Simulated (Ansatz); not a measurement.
Pb (fcc (Cu type), Fm-3m), a = 4.9960 Å, b = 4.9960 Å, c = 4.9960 Å, α = 90.00°, β = 90.00°, γ = 90.00°; the cell used has 1 atom.

Relaxed with r²SCAN.

Task: Which orbitals make up the states near the Fermi level in r²SCAN (plane waves, PAW; program Ansatz)?

Result: Within 0.5 eV of the Fermi level: Pb 6p 87 %, Pb 6s 11 %. Projections are on Löwdin-orthogonalised atomic valence shells; empty p or d shells of many metals are not among them.

Task: Tabulate the density of states.

Result: States/eV per cell of 1 atom, in 0.25 eV bins, energy from the Fermi level.

| E (eV) | total | Pb 6p | Pb 6s |
|---|---|---|---|
| -7.85 | 0.63 | 0.08 | 0.55 |
| -7.60 | 0.62 | 0.06 | 0.55 |
| -7.35 | 0.64 | 0.04 | 0.59 |
| -7.10 | 0.68 | 0.02 | 0.66 |
| -6.85 | 0.01 | 0.00 | 0.01 |
| -6.60 | 0.00 | 0.00 | 0.00 |
| -6.35 | 0.00 | 0.00 | 0.00 |
| -6.10 | 0.00 | 0.00 | 0.00 |
| -5.85 | 0.00 | 0.00 | 0.00 |
| -5.60 | 0.00 | 0.00 | 0.00 |
| -5.35 | 0.00 | 0.00 | 0.00 |
| -5.10 | 0.00 | 0.00 | 0.00 |
| -4.85 | 0.00 | 0.00 | 0.00 |
| -4.60 | 0.00 | 0.00 | 0.00 |
| -4.35 | 0.00 | 0.00 | 0.00 |
| -4.10 | 0.08 | 0.08 | 0.00 |
| -3.85 | 0.16 | 0.15 | 0.00 |
| -3.60 | 0.22 | 0.20 | 0.01 |
| -3.35 | 0.29 | 0.27 | 0.01 |
| -3.10 | 0.41 | 0.38 | 0.02 |
| -2.85 | 0.54 | 0.49 | 0.03 |
| -2.60 | 0.75 | 0.68 | 0.05 |
| -2.35 | 0.87 | 0.78 | 0.07 |
| -2.10 | 0.81 | 0.72 | 0.08 |
| -1.85 | 0.64 | 0.54 | 0.09 |
| -1.60 | 0.38 | 0.29 | 0.07 |
| -1.35 | 0.39 | 0.31 | 0.07 |
| -1.10 | 0.49 | 0.41 | 0.07 |
| -0.85 | 0.48 | 0.41 | 0.06 |
| -0.60 | 0.50 | 0.43 | 0.06 |
| -0.35 | 0.50 | 0.43 | 0.06 |
| -0.10 | 0.50 | 0.43 | 0.05 |
| 0.15 | 0.50 | 0.43 | 0.05 |
| 0.40 | 0.50 | 0.43 | 0.05 |
| 0.65 | 0.53 | 0.47 | 0.05 |
| 0.90 | 0.56 | 0.50 | 0.04 |
| 1.15 | 0.59 | 0.53 | 0.04 |
| 1.40 | 0.62 | 0.55 | 0.04 |
| 1.65 | 0.65 | 0.58 | 0.04 |
| 1.90 | 0.73 | 0.66 | 0.03 |
| 2.15 | 0.79 | 0.72 | 0.03 |
| 2.40 | 0.78 | 0.71 | 0.03 |
| 2.65 | 0.75 | 0.68 | 0.03 |
| 2.90 | 0.73 | 0.66 | 0.02 |
| 3.15 | 0.71 | 0.64 | 0.02 |
| 3.40 | 0.69 | 0.62 | 0.02 |
| 3.65 | 0.67 | 0.60 | 0.02 |
| 3.90 | 0.64 | 0.58 | 0.02 |
| 4.15 | 0.62 | 0.56 | 0.01 |
| 4.40 | 0.61 | 0.55 | 0.01 |
| 4.65 | 0.58 | 0.53 | 0.01 |

The r²SCAN relaxation kept the symmetry of its start. Scalar-relativistic: spin–orbit coupling is off unless named, which matters more the heavier the elements.

Potentials: the earlier of the program's two PAW sets.
